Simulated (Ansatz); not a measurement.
## AlPt (P2_13): electronic heat capacity and spin susceptibility from the density of states

The calculation used DFT PBEsol, scalar-relativistic, plane waves, PAW (Ansatz 0.2.0).

Cutoff 420 eV; k points 8×8×8 on the computed 8-atom cell (Γ-centred); Gaussian smearing, width 0.10 eV; no spin polarisation.

Relaxed cell: P2_13, a = 4.869 Å, b = 4.869 Å, c = 4.869 Å, α = 90.00°, β = 90.00°, γ = 90.00°, 8 atoms in the primitive cell. Whether it is the stable form of this composition wasn't checked.

The density of states at the Fermi level is 0.835 states/eV in the cell of 8 atoms (4 formula units; both spins, tetrahedra on a 12×12×12 mesh). Averaged over bins of 0.1 eV the density runs from 0.5 to 3.5 states/eV within 0.2 eV of the Fermi level, so the figure hangs on the exact place of that level.

Q: What Sommerfeld coefficient and Pauli susceptibility does this give?

A: Per formula unit N(E_F) = 0.209 states/eV. γ = (π²/3) k_B² N(E_F) N_A = 2.357 mJ/(mol K²) per state/eV, so γ = 0.5 mJ/(mol K²), a mole of formula units. χ_P = μ_B² N(E_F) N_A = 3.23×10⁻⁵ emu/mol per state/eV gives 0.7×10⁻⁵ emu/mol. This is the bare band result: a measured γ of the same phase is as a rule larger by a factor 1 + λ from phonons and spin fluctuations, the spin part of χ is larger by the Stoner factor, and a measured χ also holds orbital and core terms. N(E_F) at one energy is sensitive to the mesh where the density of states has sharp peaks.

Spin-orbit coupling is left out, which matters for the bands of heavy elements.